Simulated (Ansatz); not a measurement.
ZrCu5 (space group F-43m)

```xyz
6
Lattice="0.0000 3.3943 3.3943 3.3943 0.0000 3.3943 3.3943 3.3943 0.0000" Properties=species:S:1:pos:R:3 pbc="T T T"
Zr     0.0000     0.0000     0.0000
Cu     1.6972     1.6972     1.6972
Cu     4.2376     4.2376     4.2376
Cu     2.5511     2.5511     4.2376
Cu     2.5511     4.2376     2.5511
Cu     4.2376     2.5511     2.5511
```

The slice is a {100} plane (indices of the conventional cell) through the point (0.624, 0.127, 0.624) (fractional), spanned by u = [100] and v = [0 1 -1] in vectors of this cell: u (4.80 Å) and v (4.80 Å, at 90° to u). It covers one period; positions are fractions (u, v).

Computed with PBEsol (plane waves to 420 eV, PAW, scalar-relativistic; Ansatz, a quantum-chemistry and plane-wave program). k mesh 12×12×12. These are valence fields of a PAW run, semicore shells included where kept as valence: close to a nucleus they are smooth pseudo fields. ZrCu5 is run without spin polarisation. ZrCu5 was relaxed with its symmetry unable to fall.

Three fields on this plane, each scaled to ten steps between its own extremes (0 low, 9 high; the total valence density on a logarithmic scale, the potential cut 8 eV below its top; x marks points blanked near nuclei; v = 0 in the bottom row):

Map A
```
|xxxxxx63100001110000136xxxxx|
|xxxxxx52100122322100125xxxxx|
|xxxxxx42112345654321124xxxxx|
|xxxxx532123579x975321235xxxx|
|xxxx54222358xxxxx85322245xxx|
|776543212369xxxxx96321234567|
|65543222246xxxxxxx6422223455|
|776543212369xxxxx96321234567|
|xxx753222358xxxxx853222357xx|
|xxxxx53212358xxx85321235xxxx|
|xxxxx7421123566653211247xxxx|
|xxxxxx52100123332100125xxxxx|
|xxxxxx63100001110000135xxxxx|
|xxxxxx63100000000000136xxxxx|
|xxxxxx52100001110000125xxxxx|
|xxxxxx42100112221100124xxxxx|
|xxxxxx31001234443210013xxxxx|
|xxxxx4211123566643210124xxxx|
|xxxx53111134xxxxx43111135xxx|
|776532101235xxxxx53210123567|
|66543110123xxxxxxx3210113456|
|776432101235xxxxx53210123467|
|xxxx42111134xxxxx43111124xxx|
|xxxxx421112356x653211124xxxx|
|xxxxxx31001234443210013xxxxx|
|xxxxxx42100112221100124xxxxx|
|xxxxxx52100001110000125xxxxx|
|xxxxxx63100000000000136xxxxx|
```

Map B
```
|xxxxxx36763210001236763xxxxx|
|xxxxxx46641000000014664xxxxx|
|xxxxxx67520012321002576xxxxx|
|xxxxx577310258x852013775xxxx|
|xxxx57862015xxxxx51026875xxx|
|334579852028xxxxx82025897543|
|55679985103xxxxxxx3015899765|
|334689851028xxxxx82015898643|
|xxx357862015xxxxx510268753xx|
|xxxxx57631025xxx52013675xxxx|
|xxxxx4675200123210025764xxxx|
|xxxxxx46631000000013664xxxxx|
|xxxxxx36753100000135763xxxxx|
|xxxxxx25776433233467752xxxxx|
|xxxxxx25787665556678752xxxxx|
|xxxxxx25787665556678752xxxxx|
|xxxxxx35776443334457753xxxxx|
|xxxxx2467542222222457642xxxx|
|xxxx24676421xxxxx12467642xxx|
|333456775311xxxxx11357765433|
|45567777531xxxxxxx1357777655|
|333456775311xxxxx11357765433|
|xxxx24676421xxxxx12467642xxx|
|xxxxx246653222x222356642xxxx|
|xxxxxx35775433333457753xxxxx|
|xxxxxx25777655555677752xxxxx|
|xxxxxx25787665556678752xxxxx|
|xxxxxx25776433333467752xxxxx|
```

Map C
```
|xxxxxx36777544344577763xxxxx|
|xxxxxx46765320002356764xxxxx|
|xxxxxx56653000000035665xxxxx|
|xxxxx566530000x000035665xxxx|
|xxxx56764100xxxxx00146765xxx|
|234677764000xxxxx00046777643|
|55677876300xxxxxxx0036787765|
|334677764000xxxxx00046777643|
|xxx256764100xxxxx001467652xx|
|xxxxx56653000xxx00035665xxxx|
|xxxxx2566420000000246652xxxx|
|xxxxxx46765310001356764xxxxx|
|xxxxxx36776543334567763xxxxx|
|xxxxxx37888766566788873xxxxx|
|xxxxxx47998877677889974xxxxx|
|xxxxxx58999876667899985xxxxx|
|xxxxxx68998765556789986xxxxx|
|xxxxx5899976432346799985xxxx|
|xxxx57999874xxxxx47899975xxx|
|124678999863xxxxx36899987642|
|44578999985xxxxxxx5899998754|
|234679999863xxxxx36899997643|
|xxxx57999864xxxxx46899975xxx|
|xxxxx589997642x246799985xxxx|
|xxxxxx68998765556789986xxxxx|
|xxxxxx58999876667899985xxxxx|
|xxxxxx47998877677889974xxxxx|
|xxxxxx37888766566788873xxxxx|
```

### Question
Assign the maps to these fields: electron localisation function (ELF); valence electron density; electrostatic potential energy of an electron, from the cell's mean.

### Answer
A is the valence electron density; B is the electron localisation function (ELF); C is the electrostatic potential energy of an electron, from the cell's mean.
